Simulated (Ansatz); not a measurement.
Ag:
```xyz
2
Lattice="-2.6648 2.6648 1.3917 2.6648 -2.6648 1.3917 2.6648 2.6648 -1.3917" Properties=species:S:1:pos:R:3 pbc="T T T"
Ag     0.0000     0.0000     0.0000
Ag     0.0000     2.6648     0.6959
```

Relaxed with PBE. Special points in fractions of this cell's reciprocal vectors: Γ (0.000, 0.000, 0.000); X (0.000, 0.000, 0.500); M (-0.500, 0.500, 0.500); Z (0.318, 0.318, -0.318); Z0 (-0.318, 0.682, 0.318); P (0.250, 0.250, 0.250); N (0.000, 0.500, 0.000).

List the band energies nearest the Fermi level at these points for the program Ansatz at the PBE with spin–orbit coupling level (PAW).

In eV from the Fermi level; about four levels below and three above (degenerate sets whole), none deeper than 8.9 eV; points with the same levels are listed once.

```tsv
k	below	above
Γ	-2.81 -2.81 -2.29 -2.29	3.88 3.88 4.29 4.29
X	-2.55 -2.55 -2.55 -2.55	8.72 8.72 8.72 8.72
M	-0.63 -0.63 -0.63 -0.63	1.82 1.82 1.82 1.82
Z	-3.28 -3.28 -2.89 -2.89	2.93 2.93 3.17 3.17
P	-2.81 -2.81 -2.74 -2.74	2.30 2.30 2.31 2.31
N	-2.91 -2.91 -2.66 -2.66	0.57 0.57 2.58 2.58
```

Space group I4_1/amd (β-Sn type). The start of the workflow was typed in or built on a structure type; neither database checked (COD, Materials Project) lists it. It is not the phase usual at ambient conditions (space group No. 225). The cell was relaxed with PBE under the symmetry of its start; its stability against distortions is not shown here. The run is not spin-polarised.

Potentials: the earlier of the program's two PAW sets.
